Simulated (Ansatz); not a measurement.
Input and command of a plane-wave DFT calculation in Ansatz:

```yaml
crystal:
  lattice:
    - [-2.9540196584, 2.9540196584, 5.7028730348]
    - [2.9540196584, -2.9540196584, 5.7028730348]
    - [2.9540196584, 2.9540196584, -5.7028730348]
  atoms:
    - { symbol: Cd, position: [0.0, 0.0, 0.0] }
    - { symbol: Cu, position: [0.25, 0.75, 0.5] }
    - { symbol: Cu, position: [0.75, 0.25, 0.5] }
    - { symbol: Ge, position: [0.5, 0.5, 0.0] }
    - { symbol: Se, position: [0.4042659835, 0.4042659835, 0.535237646] }
    - { symbol: Se, position: [0.5957340165, 0.1309716625, 0.0] }
    - { symbol: Se, position: [0.8690283375, 0.8690283375, 0.464762354] }
    - { symbol: Se, position: [0.1309716625, 0.5957340165, 0.0] }
basis:
  ecutwfc: 420
kpoints:
  mp_grid: { grid: [10, 10, 10] }
hamiltonian:
  xc: pbesol
scf:
  occupations: { method: gaussian, width: 0.1 }
output:
  forces: true
  stress: true
  eigenvalues: true
relax:
  adjacent_minimum: "off"
  f_tol: 0.01
  max_steps: 30
  cell: { stress_tol: 0.1, fix: [volume] }
```

```bash
ansatz run input.yaml --threads 2 --pin off --max-ram 5120MiB --backend cpu --events-out ev --progress --plain --runs-dir out
```

Processor: Intel(R) Xeon(R) 6975P-C (Granite Rapids), 2 threads, on a host shared with other jobs.

Q: How long does it run, and how much memory does it take?

A: About 3 min on 2 threads of Intel(R) Xeon(R) 6975P-C (Granite Rapids), with other jobs on the host, peak memory 1.4 GiB. It solves 82 bands at 102 k points (the mesh reduced by symmetry) with about 3859 plane waves, in 27 SCF iterations over 4 ionic steps.
